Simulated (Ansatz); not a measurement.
PtSe2 (CdI2 type, P-3m1) at seven volumes, LDA (plane waves, PAW; program Ansatz), shape and atoms relaxed at each. One row is withheld.

```json
[
 {"V (Å³/atom)": "17.504", "P (GPa)": "9.42"},
 {"V (Å³/atom)": "18.081", "P (GPa)": "5.40"},
 {"V (Å³/atom)": "18.658", "P (GPa)": "2.23"},
 {"V (Å³/atom)": "19.235", "P (GPa)": "0.00"},
 {"V (Å³/atom)": "19.812", "P (GPa)": "-1.55"},
 {"V (Å³/atom)": "20.389", "P (GPa)": "?"},
 {"V (Å³/atom)": "20.966", "P (GPa)": "-2.66"}
]
```

Task: Fit the shown pressures and predict the withheld one.

Result: P = (3/2)B₀(x^(7/2) − x^(5/2))[1 + (3/4)(B′ − 4)(x − 1)] with x = (V₀/V)^(2/3). Least squares on the six rows gives V₀ = 19.244 Å³/atom, B₀ = 58.6 GPa, B′ = 12.51. At V = 20.389, x = 0.9622 and P = -2.29 GPa. The run itself gave -2.45 GPa.

The LDA relaxation kept the symmetry of its start; of distortions, only those at the zone centre were tested. The run is not spin-polarised. The volume moved by -16 % from the start of the relaxation. A crystal of weakly bound layers computed without a dispersion correction: the cell and the soft elastic constants depend strongly on that. Scalar-relativistic: spin–orbit coupling is off unless named, which matters more the heavier the elements.

Potentials: the later of the program's two PAW sets.
